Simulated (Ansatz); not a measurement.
The cell below belongs to a search over invented structures; it isn't taken from experiment.

Input and command of a plane-wave DFT calculation in Ansatz:

```yaml
crystal:
  lattice:
    - [5.5120154895, 0.0, 0.0]
    - [-2.7560077447, 4.77354544, 0.0]
    - [0.0, 0.0, 5.0105644627]
  atoms:
    - { symbol: Ge, position: [0.3333333333, 0.6666666667, 0.0] }
    - { symbol: Ge, position: [0.6666666667, 0.3333333333, 0.0] }
    - { symbol: Ge, position: [0.5, 0.0, 0.5] }
    - { symbol: Ge, position: [0.5, 0.5, 0.5] }
    - { symbol: Ge, position: [0.0, 0.5, 0.5] }
    - { symbol: Sb, position: [0.0, 0.0, 0.0] }
basis:
  ecutwfc: 420
kpoints:
  mp_grid: { grid: [12, 12, 8] }
hamiltonian:
  xc: pbe
scf:
  occupations: { method: gaussian, width: 0.1 }
output:
  forces: true
  stress: true
  eigenvalues: true
relax:
  adjacent_minimum: "off"
  f_tol: 0.01
  max_steps: 80
  cell: { stress_tol: 0.05 }
```

```bash
ansatz run input.yaml --threads 1 --pin off --max-ram 2048MiB --backend cpu --events-out ev --progress --plain --runs-dir out
```

Processor: Arm Neoverse V1, 1 thread, on a host shared with other jobs.

Problem. Estimate time, memory and problem size.

Solution. About 3.3 min, peak memory 0.7 GiB. It solves 51 bands at 95 k points (after reduction by symmetry) with about 2579 plane waves (on the last cell), in 27 SCF iterations over 5 ionic steps.
